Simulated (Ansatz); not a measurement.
## Ni3Pt (Pm-3m): the held moment from field and pressure

The geometry is a structure from the Materials Project, held fixed and not relaxed.

Functional, mesh and filling: LDA, 9×9×9 k mesh, Fermi–Dirac smearing of 0.05 eV. PAW means Ansatz 0.2.0 on its default frozen-core files. Site moments are integrated in spheres about the atoms.

The input and its command:

```yaml
crystal:
  lattice:
    - [3.62456679, 0.0, 0.0]
    - [0.0, 3.62456679, 0.0]
    - [0.0, 0.0, 3.62456679]
  atoms:
    - { symbol: Ni, position: [0.5, 0.0, 0.5], spin: 1.5 }
    - { symbol: Ni, position: [0.0, 0.5, 0.5], spin: 1.5 }
    - { symbol: Ni, position: [0.5, 0.5, 0.0], spin: 1.5 }
    - { symbol: Pt, position: [0.0, 0.0, 0.0], spin: 0.6 }
magnetization:
  spin_polarized: true
kpoints:
  mp_grid: { grid: [9, 9, 9] }
scf:
  occupations: { method: fermi_dirac, width: 0.05 }
  lower_state_search: "off"
hamiltonian:
  xc: lda
  pseudopotentials: { kind: paw }
output:
  forces: true
  stress: true
  eigenvalues: true
  populations: true
  dos: { projected: true, de: 0.1, e_range: [-8, 5] }
  write_density: true
  write_potential: true
  elf: true
  volumetric_format: npy
```

Command: `ansatz run input.yaml --threads 2 --pin off --max-ram 6144MiB --backend cpu --events-out ev --progress --plain --runs-dir out`

The free run ends with 2.26 μB per cell. Further runs hold the cell's moment M by two Fermi levels; B is half their difference over μB, positive where the field raises M. Some of them:

| M (μB/cell) | B (T) | ΔF over the free run (meV/cell) | pressure (GPa) |
| --- | --- | --- | --- |
| 1.13 | -809 | 48.7 | -12.9 |
| 1.92 | -748 | 9.0 | -12.2 |
| 2.71 | 2264 | 32.7 | -10.8 |

Task: Another run of the series gave B (T) = 3645, ΔF over the free run (meV/cell) = 89.0, pressure (GPa) = -10.2. Which moment was held?
A. 2.49
B. 3.05
C. 1.58
D. 0.57

Result: B. M (μB/cell) = 3.05.

Task: Another run of the series gave B (T) = 1391, ΔF over the free run (meV/cell) = 8.6, pressure (GPa) = -11.3. Which moment was held?
A. 0.57
B. 2.49
C. 1.58
D. 3.05

Result: B. M (μB/cell) = 2.49.

The whole series:

```csv
M (μB/cell),B (T),ΔF over the free run (meV/cell),pressure (GPa)
0.57,-477,70.0,-13.2
1.13,-809,48.7,-12.9
1.58,-908,25.9,-12.5
1.92,-748,9.0,-12.2
2.49,1391,8.6,-11.3
2.71,2264,32.7,-10.8
3.05,3645,89.0,-10.2
```

The PAW files were made with PBE; the program remakes their cores once for the run's functional and then keeps them frozen. The Ansatz runs typed with the search for lower states off end where their start leads. Spin–orbit coupling is left out although heavy atoms are present. None of this fixes the real material's magnetic order: only patterns that fit the cell were computed, at zero temperature, with a functional that can overstate moments.
